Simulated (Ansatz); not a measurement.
Input file for Ansatz (a quantum-chemistry and plane-wave program):

Ansatz 0.2 input:
```yaml
crystal:
  lattice:
    - [3.4516607906, 0.0, 0.0]
    - [-1.7258303953, 2.9892259299, 0.0]
    - [0.0, 0.0, 4.1395405865]
  atoms:
    - { symbol: Mg, position: [0.6666666667, 0.3333333333, 0.75] }
    - { symbol: Mg, position: [0.3333333333, 0.6666666667, 0.25] }
    - { symbol: O, position: [0.6666666667, 0.3333333333, 0.25] }
    - { symbol: O, position: [0.3333333333, 0.6666666667, 0.75] }
kpoints:
  mp_grid: { grid: [9, 9, 7] }
hamiltonian:
  xc: lda
  pseudopotentials: { azcp: { folder: ./paw }, kind: paw }
scf:
  occupations: { method: fixed }
elastic: { mode: relaxed_ion, stencil: two_point, amplitude: 0.005, f_tol: 0.0005 }
```

Output (shortened):

```
Pseudopotential: Mg, paw, valence charge 10
Pseudopotential: O, paw, valence charge 6
Functional definition: SPW92
Crystal: 4 atoms, lattice volume = 42.711 Å³
Basis set: ecut = 420 eV, 805 PW (Γ)
Bands: 20, of which v1, the nominal top of the filled ones, is band 16 counted from 1 (15 counted from 0)
Symmetry: 24 space group operations
Space group: P63/mmc (ITA 194), of the structure as read, at distance tolerance 3.5e-5 Å
k-points: 48 of 567
SCF 1 converged in 11 iterations: F = -4919.813026 eV  dr2 = 1.40e-15
Crystal: 4 atoms, lattice volume = 42.497 Å³
Symmetry: 8 space group operations
k-points: 100 of 567
SCF 2 converged in 10 iterations: F = -4919.812228 eV  dr2 = 9.26e-15
relax step   1: F+E_penalty+E_count = -4919.81222820 eV  Δ(F+E_penalty+E_count) = +0.000e0 eV  max|allowed force component| = 4.748e-2 eV/Å  Δτ_max = 0.0000 Å  (10 SCF iters, accepted)
Crystal: 4 atoms, lattice volume = 42.497 Å³
SCF 3 converged in 8 iterations: F = -4919.812326 eV  dr2 = 2.64e-15
relax step   2: F+E_penalty+E_count = -4919.81232625 eV  Δ(F+E_penalty+E_count) = -9.805e-5 eV  max|allowed force component| = 3.316e-2 eV/Å  Δτ_max = 0.0010 Å  (8 SCF iters, accepted)
Crystal: 4 atoms, lattice volume = 42.497 Å³
SCF 4 converged in 8 iterations: F = -4919.812426 eV  dr2 = 2.31e-14
relax step   3: F+E_penalty+E_count = -4919.81242593 eV  Δ(F+E_penalty+E_count) = -9.968e-5 eV  max|allowed force component| = 1.127e-2 eV/Å  Δτ_max = 0.0032 Å  (8 SCF iters, accepted)
Crystal: 4 atoms, lattice volume = 42.497 Å³
SCF 5 converged in 8 iterations: F = -4919.812443 eV  dr2 = 7.26e-15
relax step   4: F+E_penalty+E_count = -4919.81244262 eV  Δ(F+E_penalty+E_count) = -1.669e-5 eV  max|allowed force component| = 1.110e-3 eV/Å  Δτ_max = 0.0012 Å  (8 SCF iters, accepted)
Crystal: 4 atoms, lattice volume = 42.497 Å³
SCF 6 converged in 6 iterations: F = -4919.812443 eV  dr2 = 2.29e-14
relax step   5: F+E_penalty+E_count = -4919.81244278 eV  Δ(F+E_penalty+E_count) = -1.515e-7 eV  max|allowed force component| = 1.134e-5 eV/Å  Δτ_max = 0.0001 Å  (6 SCF iters, accepted)
Crystal: 4 atoms, lattice volume = 42.497 Å³
SCF 7 converged in 2 iterations: F = -4919.812443 eV  dr2 = 8.73e-16
Crystal: 4 atoms, lattice volume = 42.924 Å³
Basis set: ecut = 420 eV, 813 PW (Γ)
SCF 8 converged in 10 iterations: F = -4919.812174 eV  dr2 = 1.03e-14
relax step   1: F+E_penalty+E_count = -4919.81217374 eV  Δ(F+E_penalty+E_count) = +0.000e0 eV  max|allowed force component| = 4.521e-2 eV/Å  Δτ_max = 0.0000 Å  (10 SCF iters, accepted)
Crystal: 4 atoms, lattice volume = 42.924 Å³
SCF 9 converged in 9 iterations: F = -4919.812374 eV  dr2 = 1.16e-15
relax step   2: F+E_penalty+E_count = -4919.81237418 eV  Δ(F+E_penalty+E_count) = -2.004e-4 eV  max|allowed force component| = 2.461e-3 eV/Å  Δτ_max = 0.0025 Å  (9 SCF iters, accepted)
Crystal: 4 atoms, lattice volume = 42.924 Å³
SCF 10 converged in 7 iterations: F = -4919.812375 eV  dr2 = 4.20e-15
relax step   3: F+E_penalty+E_count = -4919.81237485 eV  Δ(F+E_penalty+E_count) = -6.705e-7 eV  max|allowed force component| = 2.425e-5 eV/Å  Δτ_max = 0.0001 Å  (7 SCF iters, accepted)
Crystal: 4 atoms, lattice volume = 42.924 Å³
SCF 11 converged in 2 iterations: F = -4919.812375 eV  dr2 = 1.66e-15
Crystal: 4 atoms, lattice volume = 42.497 Å³
SCF 12 converged in 8 iterations: F = -4919.812115 eV  dr2 = 7.15e-14
Crystal: 4 atoms, lattice volume = 42.924 Å³
Basis set: ecut = 420 eV, 817 PW (Γ)
SCF 13 converged in 7 iterations: F = -4919.812153 eV  dr2 = 3.07e-14
Crystal: 4 atoms, lattice volume = 42.711 Å³
Basis set: ecut = 420 eV, 809 PW (Γ)
Symmetry: 4 space group operations
k-points: 160 of 567
SCF 14 converged in 9 iterations: F = -4919.812667 eV  dr2 = 1.43e-14
relax step   1: F+E_penalty+E_count = -4919.81266725 eV  Δ(F+E_penalty+E_count) = +0.000e0 eV  max|allowed force component| = 2.203e-4 eV/Å  Δτ_max = 0.0000 Å  (9 SCF iters, accepted)
Crystal: 4 atoms, lattice volume = 42.711 Å³
SCF 15 converged in 2 iterations: F = -4919.812667 eV  dr2 = 4.66e-15
Crystal: 4 atoms, lattice volume = 42.711 Å³
SCF 16 converged in 9 iterations: F = -4919.812667 eV  dr2 = 1.44e-14
relax step   1: F+E_penalty+E_count = -4919.81266725 eV  Δ(F+E_penalty+E_count) = +0.000e0 eV  max|allowed force component| = 2.203e-4 eV/Å  Δτ_max = 0.0000 Å  (9 SCF iters, accepted)
Crystal: 4 atoms, lattice volume = 42.711 Å³
SCF 17 converged in 2 iterations: F = -4919.812667 eV  dr2 = 4.72e-15
SCF converged after 11 iterations
Free energy (F): -4919.813026 eV
Harris-Foulkes:  -4919.813026 eV  (|F-HF|=9.09e-13)
Internal energy: -4919.813026 eV  (E = F + TS)
E sigma→0 (E₀):  -4919.813026 eV
Fermi energy:    6.078601 eV
--- Per-component energies (eV) ---
  E_band       = -643.433620
  E_kinetic    = 485.107032
  E_local      = -3791.496518  (includes V_loc(G=0)·N_el)
  E_nonlocal   = 499.163897
  E_hartree    = 1296.713440
  E_xc         = -197.917930
  E_vxc        = -255.330304  (∫ρ·V_xc dr)
  E_paw        = -862.071657  (= ΣΔE_a)
  E_vpaw       = -174.305953  (= ΣTr[D̂ρ^β])
  E_aug_tail   = 0.001345  (compensation charges beyond the density's cutoff)
  E_ewald      = -2349.807437
  E_core_change = 0.494802  (= ΣΔE_core)
  E_smearing   =  0.000000  (= −TS)
  E_closure    =  0.000000  (closes the sum)
  Σ components = -4919.813026   (vs F -4919.813026, Δ=0.00e0)
--- Forces (eV/Å), atoms counted from 1 ---
  atom   1  Mg     0.00000000     0.00000000     0.00000000
  atom   2  Mg     0.00000000     0.00000000     0.00000000
  atom   3  O      0.00000000     0.00000000     0.00000000
  atom   4  O      0.00000000     0.00000000     0.00000000
  max |Σ_I F_I| component: 7.29e-17 eV/Å
--- Stress (GPa, compression-positive) ---
       -0.007362       0.000000       0.000000
        0.000000      -0.007362       0.000000
        0.000000       0.000000      -0.005241
  P = ⅓ Tr σ = -0.0067 GPa (-0.067 kbar)
--- Band table (eV; the first three rows and the last of 48) ---
  k-point 0: bands = ["-65.2571", "-65.2415", "-32.7305", "-32.7052", "-32.7052", "-32.6736", "-32.6736", "-32.6423", "-10.7145", "-9.1686", "2.3011", "4.2755", "4.2755", "5.2320", "5.2320", "6.0786", "9.5717", "15.5602", "18.3741", "18.5596"]
  k-point 1: bands = ["-65.2563", "-65.2423", "-32.7266", "-32.7036", "-32.7036", "-32.6752", "-32.6752", "-32.6472", "-10.6370", "-9.2422", "2.3961", "4.3187", "4.3187", "5.1807", "5.1807", "5.6831", "9.9831", "15.1906", "18.4748", "18.4748"]
  k-point 2: bands = ["-65.2541", "-65.2444", "-32.7156", "-32.6992", "-32.6992", "-32.6795", "-32.6795", "-32.6606", "-10.4196", "-9.4514", "2.6971", "4.4423", "4.4423", "4.8473", "5.0388", "5.0388", "10.9004", "14.2930", "18.4331", "18.4331"]
  k-point 47: bands = ["-65.2483", "-65.2483", "-32.7396", "-32.7396", "-32.7053", "-32.6943", "-32.6536", "-32.6536", "-9.5418", "-9.5418", "2.3693", "2.3693", "3.1867", "3.7974", "5.6315", "5.6315", "13.9575", "14.3557", "17.0351", "17.0351"]
--- Elastic constants: 3 strain directions × 2 members + reference (group order 24) ---
  dense FFT box of the reference and of every strained cell: 24×24×30
  strains applied: 11, 33, 23; error gains …
  C = ∂σ_k/∂η_j (tension-positive GPa; Voigt order 11 22 33 23 13 12):
       196.735    137.360     79.965      0.000      0.000      0.000
       137.360    196.735     79.965      0.000      0.000      0.000
        79.873     79.873    287.042      0.000      0.000      0.000
         0.000      0.000      0.000    118.626      0.000      0.000
         0.000      0.000      0.000      0.000    118.626      0.000
         0.000      0.000      0.000      0.000      0.000     29.687
  reference stress σ⁰ (GPa):      0.007      0.007      0.005      0.000      0.000      0.000
  moduli (Voigt/Reuss/Hill, GPa): K = 141.66/141.25/141.45   G = 78.94/52.94/65.94   E = 171.21   ν = 0.298
  mechanically stable: yes (min eigenvalue of sym C = 29.69 GPa)
  strain η (Voigt 11):  stress-route row diagonal C_11 = 196.73 GPa, energy-path curvature d²(F+E_count+ΔE)/dδ²/Ω₀ = 196.63 GPa
         δ    σ_11 (GPa)             F (eV)   n_scf  n_hpsi   n_pw
    -5.000e-3      -0.9879       -4919.8124428       2   17132    842   relax 5 steps, max|allowed force component| 1.13e-5 eV/Å
     5.000e-3       0.9794       -4919.8123749       2   17047    852   relax 3 steps, max|allowed force component| 2.43e-5 eV/Å
  strain η (Voigt 33):  stress-route row diagonal C_33 = 287.04 GPa, energy-path curvature d²(F+E_count+ΔE)/dδ²/Ω₀ = 287.32 GPa
         δ    σ_33 (GPa)             F (eV)   n_scf  n_hpsi   n_pw
    -5.000e-3      -1.4744       -4919.8121154       8   18313    848   relax 0 steps, max|allowed force component| 3.10e-16 eV/Å
     5.000e-3       1.3960       -4919.8121526       7   14708    848   relax 0 steps, max|allowed force component| 2.22e-16 eV/Å
  strain η (Voigt 23):  stress-route row diagonal C_44 = 118.63 GPa, energy-path curvature d²(F+E_count+ΔE)/dδ²/Ω₀ = 118.75 GPa
         δ    σ_23 (GPa)             F (eV)   n_scf  n_hpsi   n_pw
    -5.000e-3      -0.5931       -4919.8126673       2   27330    848   relax 1 steps, max|allowed force component| 2.20e-4 eV/Å
     5.000e-3       0.5931       -4919.8126673       2   27333    848   relax 1 steps, max|allowed force component| 2.20e-4 eV/Å
```

Cost: very roughly 50 core-seconds on shared cores.

Space group P6_3/mmc. The first step of the workflow began from a Materials Project structure, measured or hypothetical; the Crystallography Open Database copy checked does not list it. It is not the phase usual at ambient conditions (space group No. 225). Symmetry was held in the LDA relaxation; whether a distortion lowers the energy is not shown.

Potentials: the earlier of the program's two PAW sets. The files were generated under PBE; for other functionals the program regenerates the frozen cores, and for LDA and PBEsol the local potential too.

Ansatz is a plane-wave DFT program.
